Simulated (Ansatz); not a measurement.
Nb (bcc, W type), conventional cell a = b = c = 3.3096 Å, α = β = γ = 90.00°. The calculation uses the primitive cell of 1 atom, to which meshes and values per cell refer.

This relaxed cell (volume V₀) is scaled evenly in all directions, its shape held. Symmetry pins the atoms to their sites.

Calculation: PBE (plane waves to 420 eV, PAW, scalar-relativistic; Ansatz, a quantum-chemistry and plane-wave program). k mesh 20×20×20 (Γ-centred), Fermi-Dirac smearing 0.05 eV. E stands for the smeared free energy. Compression counts positive. Nb is run without spin polarisation. Nb was relaxed with its symmetry unable to fall. The PAW data are Ansatz's earlier set. The zero of ΔE is the relaxed starting cell.

| V (Å³/atom) | ΔE (meV/atom) | P (GPa) |
|---|---|---|
| 16.313 | 114 | ___ |
| 16.615 | ___ | 17.4 |
| 16.917 | ___ | 13.4 |
| 17.219 | ___ | 9.6 |
| 17.521 | 11 | 6.1 |
| 17.823 | 3 | 2.9 |
| 18.125 | 0 | 0.0 |
| 18.427 | 3 | -2.7 |
| 18.729 | 10 | -5.2 |
| 19.031 | 22 | -7.6 |
| 19.334 | 39 | -9.7 |
| 19.636 | 59 | -11.7 |
| 19.938 | 82 | -13.5 |

Q: Fill in the missing entries.

A: 
- 16.313, P (GPa): 21.9
- 16.615, ΔE (meV/atom): 77
- 16.917, ΔE (meV/atom): 48
- 17.219, ΔE (meV/atom): 26

(A scan under strain: stresses follow from slopes of the energy per volume, elastic moduli from its curvatures.)
